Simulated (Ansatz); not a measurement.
# ZrGe: modes against the lattice constant

Computed with DFT PBEsol, scalar-relativistic, plane waves, PAW (Ansatz). Plane waves to 420 eV; Γ-centred k mesh 14×14×14; Fermi-Dirac smearing of 0.15 eV. No spin polarisation. Phonons by linear response, acoustic sum rule imposed.

The cell is fixed (symmetry leaves no force on the atoms) and stands under 19.2 GPa:
```cif
data_structure
_symmetry_space_group_name_H-M 'Fm-3m'
_symmetry_Int_Tables_number 225
_cell_length_a 5.1922
_cell_length_b 5.1922
_cell_length_c 5.1922
_cell_angle_alpha 90.000
_cell_angle_beta 90.000
_cell_angle_gamma 90.000
_cell_volume 139.98
loop_
_atom_site_label
_atom_site_type_symbol
_atom_site_symmetry_multiplicity
_atom_site_Wyckoff_symbol
_atom_site_fract_x
_atom_site_fract_y
_atom_site_fract_z
_atom_site_occupancy
Zr1 Zr 4 a 0.00000 0.00000 0.00000 1
Ge1 Ge 4 b 0.50000 0.00000 0.00000 1
```

The cell is the ideal cubic rocksalt prototype; whether it is the stable structure of this composition wasn't checked. In a metal, frequencies and elastic constants depend on the k mesh and the smearing, soft modes and shear constants most.

**Question.** How do the optical zone-centre modes (counted from the lowest optical one, degenerate ones once; i marks imaginary ones) of this metal change over a = 5.192 and 5.513 Å?

**Answer.**
```csv
a (Å),5.192,5.513
pressure (GPa),19.2,-5.8
mode 1 (cm⁻¹),303,230
```

Cost: 2 runs of about 3 core-minutes in all, on Arm Neoverse N1 (shared hosts).